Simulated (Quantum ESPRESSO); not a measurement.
TiZr3O8, input and log of a self-consistent run

Computed values, not a measurement. The program is pw.x of Quantum ESPRESSO 7.5 (plane-wave density functional theory). The cell is made up: 12 atoms on a fluorite lattice, with randomly drawn elements, strain and displacements, not relaxed. PseudoDojo standard norm-conserving files (v0.5 for PBE, v0.4.1 for LDA and PBEsol) set the functional; there is no spin polarisation, spin-orbit coupling or dispersion term, and the masses in the input are unused placeholders.

Input:

```
&control calculation='scf', pseudo_dir='./dojo.nc.sr.pbe.v0_5.standard.upf', outdir='./o', disk_io='medium', tprnfor=.true., tstress=.true. /
&system ibrav=0, nat=12, ntyp=3, nbnd=54, ecutwfc=84.00895049, nosym=.true., tot_charge=0,
 occupations='smearing', smearing='fd', degauss=0.0018374661
/
&electrons conv_thr=7.350e-09, electron_maxstep=60, /
ATOMIC_SPECIES
O 1.0 O.upf
Ti 1.0 Ti.upf
Zr 1.0 Zr.upf
CELL_PARAMETERS angstrom
4.9405 -0.0263 0.0026
-0.0263 5.008 -0.0002
0.0026 -0.0002 4.8599
ATOMIC_POSITIONS angstrom
Ti -0.0329 -0.0673 -0.1313
Zr 0.049 2.348 2.4191
Zr 2.3948 -0.0582 2.2966
Zr 2.4625 2.6137 0.0217
O 1.1318 1.1912 1.1975
O 1.2119 1.2436 3.5904
O 1.242 3.7636 1.0743
O 1.3122 3.7011 3.4761
O 3.6349 1.2463 1.1952
O 3.7537 1.1775 3.6501
O 3.772 3.6781 1.2174
O 3.6317 3.8462 3.5956
K_POINTS automatic
5 4 5 1 1 1
```

The log is shortened where brackets say so; the opening notice, blank lines, dates and the lines on written files are dropped, and the path of the files is cut. It prints rydbergs, bohrs and kilobars, and counts compression as positive stress.

```
     Program PWSCF v.7.5
     Parallel version (MPI & OpenMP), running on       1 processor cores
     Number of MPI processes:                 1
     Threads/MPI process:                     1
     [start-up lines left out]
     bravais-lattice index     =            0
     lattice parameter (alat)  =       9.3363  a.u.
     unit-cell volume          =     811.4222 (a.u.)^3
     number of atoms/cell      =           12
     number of atomic types    =            3
     number of electrons       =        96.00
     number of Kohn-Sham states=           54
     kinetic-energy cutoff     =      84.0090  Ry
     charge density cutoff     =     336.0358  Ry
     scf convergence threshold =      7.3E-09
     mixing beta               =       0.7000
     number of iterations used =            8  plain     mixing
     Exchange-correlation= PBE
                           (   1   4   3   4   0   0   0)
     [axes and pseudopotential details left out]
   Cartesian axes
     site n.     atom                  positions (alat units)
         1        Ti     tau(   1) = (  -0.0066591  -0.0136219  -0.0265759  )
         2        Zr     tau(   2) = (   0.0099179   0.4752487   0.4896398  )
         3        Zr     tau(   3) = (   0.4847213  -0.0117800   0.4648451  )
         4        Zr     tau(   4) = (   0.4984242   0.5290280   0.0043922  )
         5        O      tau(   5) = (   0.2290828   0.2411057   0.2423809  )
         6        O      tau(   6) = (   0.2452955   0.2517118   0.7267177  )
         7        O      tau(   7) = (   0.2513880   0.7617743   0.2174445  )
         8        O      tau(   8) = (   0.2655968   0.7491240   0.7035827  )
         9        O      tau(   9) = (   0.7357247   0.2522583   0.2419154  )
        10        O      tau(  10) = (   0.7597705   0.2383328   0.7388013  )
        11        O      tau(  11) = (   0.7634746   0.7444687   0.2464088  )
        12        O      tau(  12) = (   0.7350770   0.7784931   0.7277702  )
     number of k points=    50  Fermi-Dirac smearing, width (Ry)=  0.0018
                       cart. coord. in units 2pi/alat
        k(    1) = (   0.1006072   0.1238494   0.1016112), wk =   0.0400000
        k(    2) = (   0.1005003   0.1238569   0.3049311), wk =   0.0400000
     [further k points left out]
     Dense  grid:    84407 G-vectors     FFT dimensions: (  60,  60,  54)
     Estimated max dynamical RAM per process >     130.49 MB
     Initial potential from superposition of free atoms
     starting charge      95.9913, renormalised to      96.0000
     Starting wfcs are   72 randomized atomic wfcs
     total cpu time spent up to now is       28.8 secs
     per-process dynamical memory:    83.1 Mb
     Self-consistent Calculation
     iteration #  1     ecut=    84.01 Ry     beta= 0.70
     Davidson diagonalization with overlap
     ethr =  1.00E-02,  avg # of iterations =  2.0
     total cpu time spent up to now is       78.0 secs
     total energy              =    -685.96347558 Ry
     estimated scf accuracy    <       4.95398917 Ry
     iteration #  2     ecut=    84.01 Ry     beta= 0.70
     Davidson diagonalization with overlap
     ethr =  5.16E-03,  avg # of iterations =  6.0
     total cpu time spent up to now is      182.2 secs
     total energy              =    -681.02293145 Ry
     estimated scf accuracy    <      46.70148272 Ry
     iteration #  3     ecut=    84.01 Ry     beta= 0.70
     Davidson diagonalization with overlap
     ethr =  5.16E-03,  avg # of iterations =  7.2
     total cpu time spent up to now is      272.3 secs
     total energy              =    -688.14431816 Ry
     estimated scf accuracy    <       3.41249603 Ry
     iteration #  4     ecut=    84.01 Ry     beta= 0.70
     Davidson diagonalization with overlap
     ethr =  3.55E-03,  avg # of iterations =  2.2
     total cpu time spent up to now is      336.2 secs
     total energy              =    -688.47372893 Ry
     estimated scf accuracy    <       0.91015095 Ry
     iteration #  5     ecut=    84.01 Ry     beta= 0.70
     Davidson diagonalization with overlap
     ethr =  9.48E-04,  avg # of iterations =  5.7
     total cpu time spent up to now is      387.2 secs
     total energy              =    -688.37616317 Ry
     estimated scf accuracy    <       0.52330133 Ry
     [iterations 6 to 12 left out]
     iteration # 13     ecut=    84.01 Ry     beta= 0.70
     Davidson diagonalization with overlap
     ethr =  8.01E-09,  avg # of iterations =  1.0
     total cpu time spent up to now is      894.6 secs
     total energy              =    -688.45147134 Ry
     estimated scf accuracy    <       0.00001152 Ry
     iteration # 14     ecut=    84.01 Ry     beta= 0.70
     Davidson diagonalization with overlap
     ethr =  8.01E-09,  avg # of iterations =  3.1
     total cpu time spent up to now is      959.4 secs
     total energy              =    -688.45147413 Ry
     estimated scf accuracy    <       0.00000242 Ry
     iteration # 15     ecut=    84.01 Ry     beta= 0.70
     Davidson diagonalization with overlap
     ethr =  2.52E-09,  avg # of iterations =  2.2
     total cpu time spent up to now is     1007.7 secs
     total energy              =    -688.45147457 Ry
     estimated scf accuracy    <       0.00000006 Ry
     iteration # 16     ecut=    84.01 Ry     beta= 0.70
     Davidson diagonalization with overlap
     ethr =  6.61E-11,  avg # of iterations =  4.2
     total cpu time spent up to now is     1072.5 secs
     total energy              =    -688.45147462 Ry
     estimated scf accuracy    <       0.00000002 Ry
     iteration # 17     ecut=    84.01 Ry     beta= 0.70
     Davidson diagonalization with overlap
     ethr =  1.78E-11,  avg # of iterations =  2.1
     total cpu time spent up to now is     1116.1 secs
     End of self-consistent calculation
     [lines on levels left out]
!    total energy              =    -688.45147462 Ry
     estimated scf accuracy    <          1.9E-09 Ry
     smearing contrib. (-TS)   =      -0.00000000 Ry
     internal energy E=F+TS    =    -688.45147462 Ry
     The total energy is F=E-TS. E is the sum of the following terms:
     one-electron contribution =    -102.63167370 Ry
     hartree contribution      =     115.46809238 Ry
     xc contribution           =    -145.70000802 Ry
     ewald contribution        =    -555.58788528 Ry
     convergence has been achieved in  17 iterations
     Forces acting on atoms (cartesian axes, Ry/au):
     atom    1 type  2   force =    -0.04143518    0.03398059   -0.01639912
     atom    2 type  3   force =    -0.07298721    0.04049539   -0.00981360
     atom    3 type  3   force =     0.06664574    0.06462138    0.02144274
     atom    4 type  3   force =     0.04549710   -0.08978769   -0.04687025
     atom    5 type  1   force =     0.00569679   -0.00317319   -0.06446380
     atom    6 type  1   force =     0.04291267   -0.06381792    0.07125017
     atom    7 type  1   force =    -0.04217682    0.00918744   -0.02079097
     atom    8 type  1   force =    -0.09736800    0.00494053    0.05644712
     atom    9 type  1   force =     0.00190089   -0.03055468   -0.02924255
     atom   10 type  1   force =     0.00331585    0.01587318    0.01636241
     atom   11 type  1   force =     0.00657296    0.05177101   -0.03549274
     atom   12 type  1   force =     0.08142520   -0.03353606    0.05757059
     Total force =     0.281355     Total SCF correction =     0.000110
     Computing stress (Cartesian axis) and pressure
          total   stress  (Ry/bohr**3)                   (kbar)     P=      243.20
   0.00161210  -0.00009186   0.00008371          237.15      -13.51       12.31
  -0.00009186   0.00126192  -0.00005674          -13.51      185.64       -8.35
   0.00008371  -0.00005674   0.00208566           12.31       -8.35      306.81
     init_run     :     25.96s CPU     28.60s WALL (       1 calls)
     electrons    :   1029.13s CPU   1087.39s WALL (       1 calls)
     forces       :      7.34s CPU      7.41s WALL (       1 calls)
     stress       :     29.77s CPU     29.85s WALL (       1 calls)
     [timing details left out]
     PWSCF        :  18m12.47s CPU  19m13.72s WALL
     JOB DONE.
```

In other units: free energy -9366.859 eV for the cell, pressure 24.32 GPa, largest force component 2.503 eV/Å. A rerun of a related cell, with the same atoms placed differently, at a cutoff of 1467 eV and k mesh 7 x 6 x 7 moved values by no more than 0.003 eV in energy, 0.05 GPa in stress and 0.003 eV/Å in force.